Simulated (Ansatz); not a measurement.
HfRu (Pm-3m), a vibration from a frozen displacement

These are results of Ansatz, DFT PBEsol, scalar-relativistic, plane waves, PAW, not measurements. Cutoff 420 eV, Γ-centred 14×14×14 k-points, Gaussian smearing of 0.15 eV. Spin–orbit coupling is left out, which matters for the heavy elements here. No spin polarisation. Energies are free energies at this smearing, counted from the undisturbed cell; pressure is positive in compression.

The undisturbed cell (as given, not relaxed at this level; it stands at -3.1 GPa, and it needn't be the usual structure):

```
Hf Ru
1.0
     3.22500    0.00000    0.00000
     0.00000    3.22500    0.00000
     0.00000    0.00000    3.22500
Hf Ru
1 1
Cartesian
  0.0000 0.0000 0.0000
  1.6125 1.6125 1.6125
```

Every Ru atom is moved by x along the Cartesian unit vector (-1.000, 0.000, 0.000); the cell and all other atoms stay fixed. The cell's volume is 33.54 Å³; the moved atoms weigh 101.070 u together and the others 178.490 u. Some rows repeat others by symmetry and weren't run.

```
  x (Å)  ΔE (meV/cell) total force on the moved atoms along the move (eV/Å) pressure (GPa)
-0.3000         279.77                                                1.7977          2.5034
-0.2625         216.23                                                1.5930          1.2625
-0.2250         160.24                                                1.3926          0.1317
-0.1875         111.91                                                1.1827         -0.8602
-0.1500          71.77                                                0.9552         -1.6752
-0.1125          40.39                                                0.7178         -2.3026
-0.0750          17.96                                                0.4787         -2.7515
-0.0375           4.49                                                0.2395         -3.0240
 0.0000           0.00                                                0.0000         -3.1155
 0.0375           4.49                                               -0.2395         -3.0240
 0.0750          17.96                                               -0.4787         -2.7515
 0.1125          40.39                                               -0.7178         -2.3026
 0.1500          71.77                                               -0.9552         -1.6752
 0.1875         111.91                                               -1.1827         -0.8602
 0.2250         160.24                                               -1.3926          0.1317
 0.2625         216.23                                               -1.5930          1.2625
 0.3000         279.77                                               -1.7977          2.5034
```

Problem. What frequency belongs to this motion?

Solution. The force constant is k = −dF/dx = 6.387 eV/Å², from the parabola through x = -0.0375, 0 and 0.0375. In every cell the moved atoms swing against the rest, so the mass is μ = m₁m₂/(m₁ + m₂) = 64.530 u, and ν̃ = 521.5 cm⁻¹ × √(|k|/μ) = 164 cm⁻¹, at this cell's pressure of -3.1 GPa. To first order in x, and within 1 %, the force on every atom lies along the move and, within each of the two groups, in proportion to the atom's mass, so this is itself a mode at the zone centre of this cell.

Problem. How far does the harmonic law reach?

Solution. At x = -0.300 Å, kx²/2 = 287.40 meV against the computed 279.77 meV (-2.7 %): the well is still close to harmonic there.

Problem. The pressure changes with x². What does that say about the frequency under compression?

Solution. With E = k(V)x²/2, k ∝ V^(−2γ) and x scaling with the cell as V^(1/3), P − P0 = −∂E/∂V = (2γ − 2/3) ΔE/V. At x = 0.0750 Å, V(P − P0) = 33.54 × 0.36402 / 160.2 eV = 76.21 meV and ΔE = 17.96 meV, so γ = 1/3 + V(P − P0)/(2ΔE) = 2.46. This is the Grüneisen parameter of the motion under uniform scaling of the cell: shrinking the cell evenly by 1 % in volume raises the frequency by about 2.46 %.

In a metal these slopes depend on the k mesh and the smearing.